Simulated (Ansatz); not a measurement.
AlAs (zinc blende, F-43m), LDA in the plane-wave PAW code Ansatz: ε∞ = 9.44, cell volume 44.59 Å³. Infrared-active transverse modes:

| ω_TO (cm⁻¹) | oscillator strength S_xx (e²/amu) |
|---|---|
| 358.4 | 0.2326 |

### Question
Compute the static dielectric constant.

### Answer
Each mode adds (4.921e7/V) S/ω²: 2.00. So ε0 = 11.4.

### Question
What LO frequency does the Lyddane–Sachs–Teller relation give?

### Answer
ω_LO = ω_TO √(ε0/ε∞) = 395 cm⁻¹.

Symmetry was held in the LDA relaxation. Spin–orbit coupling is left out wherever it is not named.

Potentials: the earlier of the program's two PAW sets. The files were generated under PBE; for other functionals the program regenerates the frozen cores, and for LDA and PBEsol the local potential too.
